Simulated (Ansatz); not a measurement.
One crystal and one scan (energy against volume) at two levels, r2SCAN+rVV10 (plane waves to 500 eV, PAW, scalar-relativistic; Ansatz, an electronic-structure program) and PBE-D3(BJ) (plane waves to 420 eV, PAW, scalar-relativistic; Ansatz), each from its own relaxed cell and on its own mesh. The cell shown is that of r2SCAN+rVV10.

WS$_{2}$ (2H-MoS2 type, space group P6_3/mmc)

```xyz
6
Lattice="3.1703 0.0000 0.0000 -1.5851 2.7456 0.0000 0.0000 0.0000 12.4930" Properties=species:S:1:pos:R:3 pbc="T T T"
W      0.0000     1.8304     3.1233
W      1.5851     0.9152     9.3698
S      0.0000     1.8304     7.8068
S      1.5851     0.9152     1.5603
S      1.5851     0.9152     4.6862
S      0.0000     1.8304    10.9327
```

E(V) scan at fixed shape, V₀ the volume above. The atoms relax within the cell's symmetry.

The energy includes the smearing's −TS. Spin-orbit coupling is left out, though W is heavy. The PAW data are Ansatz's earlier set. WS2 is run without spin polarisation. WS2 was relaxed with its symmetry unable to fall. With the shape held, the modulus is that of even scaling; a crystal free to change shape is softer. Percentages come from the unrounded values. Both scans cover V/V₀ from 0.940 to 1.060.

Results of r2SCAN+rVV10:

- Lattice constant a (Å): 3.170
- Lattice constant c (Å): 12.49
- Relaxed volume (Å³/atom): 18.12
- Band gap of the relaxed cell, no spin-orbit coupling (eV): 1.13
- Pressure at the smallest volume (GPa): 5.62
- Energy cost of the largest compression (meV/atom): 18.1
- Energy cost of the largest expansion (meV/atom): 14.8
- Bulk modulus at fixed cell shape B₀ (third-order Birch-Murnaghan fit) (GPa): 80.1
- Pressure derivative B₀′ (fit): 4.0

Q: What does PBE-D3(BJ) give for the same quantities?

A: 
```csv
quantity,PBE-D3(BJ),r2SCAN+rVV10 − PBE-D3(BJ)
Lattice constant a (Å),3.154,+0.016 (+0.5 %)
Lattice constant c (Å),12.14,+0.35 (+2.9 %)
Relaxed volume (Å³/atom),17.44,+0.68 (+3.9 %)
"Band gap of the relaxed cell, no spin-orbit coupling (eV)",0.88,+0.25 (+28 %)
Pressure at the smallest volume (GPa),5.68,-0.06 (-1.1 %)
Energy cost of the largest compression (meV/atom),17.4,+0.7 (+4 %)
Energy cost of the largest expansion (meV/atom),14.2,+0.6 (+5 %)
Bulk modulus at fixed cell shape B₀ (third-order Birch-Murnaghan fit) (GPa),79.9,+0.2 (+0.2 %)
Pressure derivative B₀′ (fit),4.2,-0.2 (-5 %)
```

r2SCAN+rVV10 gives the higher value for: lattice constant a; lattice constant c; relaxed volume; band gap of the relaxed cell, no spin-orbit coupling; energy cost of the largest compression; energy cost of the largest expansion. They agree on: pressure at the smallest volume (within 1.5 %); bulk modulus at fixed cell shape B₀ (within 1.5 %). Neither level is exact: the differences show how much the result hangs on the functional.

(Under strain, the slope of the energy per volume gives the stress and its curvature an elastic modulus.)
